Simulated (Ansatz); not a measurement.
BeSe (wurtzite, P6_3mc), DFT-PBE in the program Ansatz with PAW potentials, all energies at zero smearing, with the estimated change up to a 700 eV cutoff added, with one set of potentials and settings (totals compare only within such a set). Cell of 4 atoms (2 Be, 2 Se): -11126.871 eV.

```json
[
 {"element": "Be", "reference phase": "P6_3/mmc, 2 atoms in the cell", "E (eV/atom)": "-92.7621"},
 {"element": "Se", "reference phase": "P3_121, 3 atoms in the cell", "E (eV/atom)": "-5469.0896"}
]
```

Formation energy per atom, worked out: (-11126.871 − 2×(-92.7621) − 2×(-5469.0896))/4 = -0.792 eV/atom (-76 kJ per mol of atoms), at 0 K, without zero-point energy or fitted corrections.

The start of the workflow was typed in or built on a structure type; neither database checked (COD, Materials Project) lists it. COD files the formula under space group No. 216, so this cell is another polymorph or a model. Whether it is the stable phase at ambient conditions was not checked. The PBE relaxation kept the symmetry of its start; its stability against distortions is not shown here. The references are the lowest solids computed at this level, not always the standard phases.

Potentials: the earlier of the program's two PAW sets.
